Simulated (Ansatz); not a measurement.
Relaxation of a generated cell, SrVO3 placed in the AFLOW prototype ABC3_hR10_167_a_b_e (as in LiNbO3); 10 atoms in the cell, which starts as R-3c, hexagonal axes (No. 167), hR10; a = b = 5.4506 Å, c = 14.2828 Å, α = β = 90.00°, γ = 120.00°. Method: PBEsol (plane waves to 420 eV, PAW, scalar-relativistic; Ansatz, a first-principles code). Γ-centred k-mesh 5×5×5 on the run's cell (coarser than for final values), Fermi–Dirac smearing 0.05 eV. This is the first round of the run. Spin-polarised start, with parallel moments on V.

The optimiser's lines from the output (shortened; P is positive under compression):

```
relax step   1: F+E_penalty+E_count = -16128.58658984 eV  Δ(F+E_penalty+E_count) = +0.000e0 eV  max|allowed force component| = 3.802e0 eV/Å  Δτ_max = 0.0000 Å  P = -5.472 GPa  Ω = 122.495 Å³  (12 SCF iters, dr2 threshold 1.00e-7 eV, accepted)
relax step   2: F+E_penalty+E_count = -16131.66762635 eV  Δ(F+E_penalty+E_count) = -3.081e0 eV  max|allowed force component| = 1.724e0 eV/Å  Δτ_max = 0.1428 Å  P = -7.400 GPa  Ω = 117.882 Å³  (9 SCF iters, dr2 threshold 1.00e-6 eV, accepted)
relax step   3: F+E_penalty+E_count = -16132.99150910 eV  Δ(F+E_penalty+E_count) = -1.324e0 eV  max|allowed force component| = 6.923e-1 eV/Å  Δτ_max = 0.1593 Å  P = +8.939 GPa  Ω = 106.342 Å³  (10 SCF iters, dr2 threshold 1.00e-6 eV, accepted)
relax step   4: F+E_penalty+E_count = -16133.44721746 eV  Δ(F+E_penalty+E_count) = -4.557e-1 eV  max|allowed force component| = 8.090e-2 eV/Å  Δτ_max = 0.2000 Å  P = -1.412 GPa  Ω = 111.542 Å³  (9 SCF iters, dr2 threshold 1.00e-6 eV, accepted)
relax step   5: F+E_penalty+E_count = -16133.47331144 eV  Δ(F+E_penalty+E_count) = -2.609e-2 eV  max|allowed force component| = 1.454e-2 eV/Å  Δτ_max = 0.0688 Å  P = -0.014 GPa  Ω = 110.801 Å³  (8 SCF iters, dr2 threshold 1.00e-6 eV, accepted)
relax step   6: F+E_penalty+E_count = -16133.47713666 eV  Δ(F+E_penalty+E_count) = -3.825e-3 eV  max|allowed force component| = 1.436e-3 eV/Å  Δτ_max = 0.0138 Å  P = -0.007 GPa  Ω = 110.790 Å³  (6 SCF iters, dr2 threshold 1.00e-6 eV, accepted)
relax step   7: F+E_penalty+E_count = -16133.45093282 eV  Δ(F+E_penalty+E_count) = +2.620e-2 eV  max|allowed force component| = 1.438e-3 eV/Å  Δτ_max = 0.0000 Å  P = -0.429 GPa  Ω = 110.790 Å³  stress off target by 5.40e-1 GPa  SCF on the basis re-selected at this cell (its energy is not comparable with the rows above)  (11 SCF iters)
relax step   8: F+E_penalty+E_count = -16133.45234153 eV  Δ(F+E_penalty+E_count) = -1.409e-3 eV  max|allowed force component| = 9.176e-5 eV/Å  Δτ_max = 0.0015 Å  P = +0.009 GPa  Ω = 110.553 Å³  (7 SCF iters, dr2 threshold 7.28e-7 eV, accepted)
relax step   9: F+E_penalty+E_count = -16133.45096043 eV  Δ(F+E_penalty+E_count) = +1.381e-3 eV  max|allowed force component| = 9.283e-5 eV/Å  Δτ_max = 0.0000 Å  P = +0.000 GPa  Ω = 110.553 Å³  stress off target by 5.48e-4 GPa  SCF on the basis re-selected at this cell (its energy is not comparable with the rows above)  (9 SCF iters)
```

From the first to the last row the energy changes by -0.49 eV/atom and the volume by -9.7 %. The last row is marked as not comparable with the walk above it, whose basis was carried along; it does compare with step 1, since both stand on a basis selected at the nominal cutoff for their own cell.

Later rounds, restarted from the end of this one on a renewed k-mesh, logged 2 more steps and released under 0.01 eV/atom more. The final structure after all rounds: Pm-3m (No. 221), cP5, cubic perovskite type; a = 3.8093 Å, b = 3.8093 Å, c = 3.8093 Å, α = 90.00°, β = 90.00°, γ = 90.00°. Between re-selections the logged energies stand on a plane-wave basis carried along with the cell. No spin polarisation in the result: the starting moments vanished. The relaxed primitive cell holds an odd number of electrons. A magnetic state may lie lower. No Hubbard U is applied.

The run could not lose the symmetry of its start.
